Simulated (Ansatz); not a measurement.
**W (Fm-3m), two-dimensional strain map**

Computed with DFT PBEsol, scalar-relativistic, plane waves, PAW in Ansatz. The runs took a 420 eV cutoff, a Γ-centred 20×20×20 mesh and Gaussian smearing (0.15 eV). Spin–orbit coupling is left out, which can shift energies with elements as heavy as these. No spin polarisation. Energies are free energies at this smearing, counted from the undisturbed cell; pressure is positive in compression.

The undisturbed cell (as given, not relaxed at this level; it stands at -12.6 GPa; this fcc form isn't the usual structure):

```
CELL_PARAMETERS angstrom
0.00000 2.03000 2.03000
2.03000 0.00000 2.03000
2.03000 2.03000 0.00000
ATOMIC_POSITIONS crystal
W 0.00000 0.00000 0.00000
```

The cell is strained by p along both x and y and by q along z, fractional coordinates fixed. Points are written (p, q). At -13 GPa the given cell is far from its own equilibrium, so these figures belong to a strongly strained crystal.

Energy above the undisturbed cell in meV/atom (a dash: not computed):

```
 p \ q  -0.030  -0.015  0.000  0.015  0.030
-0.030     0.2   -20.1  -37.2  -50.2  -57.9
-0.015   -30.6   -30.9  -29.7  -26.3      ?
 0.000   -38.2   -19.5    0.0   20.1   41.5
 0.015       ?    11.6   48.3   84.9  121.4
 0.030       ?    61.3  113.3  165.3      ?
```

Problem. Fill in the withheld energies.

Solution. (-0.015, 0.030): -19.5; (0.015, -0.030): -24.2; (0.030, -0.030): 10.3; (0.030, 0.030): 216.7.